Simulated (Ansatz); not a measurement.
# HfN: from a starting cell to a relaxed one

The start is a generated cell, HfN built in the AFLOW prototype AB_tI8_141_a_b ("40", as in NbP). Cell shape, volume and atoms are optimised at zero target pressure with r2SCAN (plane waves to 500 eV, PAW, scalar-relativistic; Ansatz, a quantum-chemistry and plane-wave program). The first steps use a coarse 10×10×10 k-mesh.

Initial structure:
```yaml
crystal:
  lattice:
    - [-1.63562, 1.63562, 5.59801]
    - [1.63562, -1.63562, 5.59801]
    - [1.63562, 1.63562, -5.59801]
  atoms:
    - { symbol: Hf, position: [0.75000, 0.25000, 0.50000] }
    - { symbol: Hf, position: [0.00000, 0.00000, 0.00000] }
    - { symbol: N, position: [0.50000, 0.50000, 0.00000] }
    - { symbol: N, position: [0.25000, 0.75000, 0.50000] }
```

```json
{
  "outcome": "The space group stays I4₁/amd (No. 141) (the run could not lower it); the end is AFLOW prototype AB_tI8_141_a_b (\"40\", as in NbP), with 4 atoms in the primitive cell",
  "energy_released": "0.30 eV/atom",
  "volume_change": "-3.3 %, from 14.98 to 14.48 Å³/atom",
  "Shortest distances (start → end)": "The closest pairs of elements (up to four, under 3.6 Å), start → end: Hf–N 2.31 → 2.17 Å; Hf–Hf 3.24 → 3.06 Å; N–N 3.24 → 3.06 Å",
  "band_gap_at_the_end": "no gap (metallic)",
  "optimiser_moves": "12"
}
```

Final values are on a 21×21×21 k-mesh of the relaxed cell. No spin polarisation in the result.

The run could not lose the symmetry of its start: the end is stationary, and may be a saddle point rather than a minimum.

All atoms sit on sites fixed by symmetry, so only the cell could relax.

The relaxed structure here is a generated cell of HfN: the first start was made by placing the elements on the sites of a structure type, and the end was not matched to a known phase here, so it may be hypothetical. Known forms of HfN include space group No. 225.
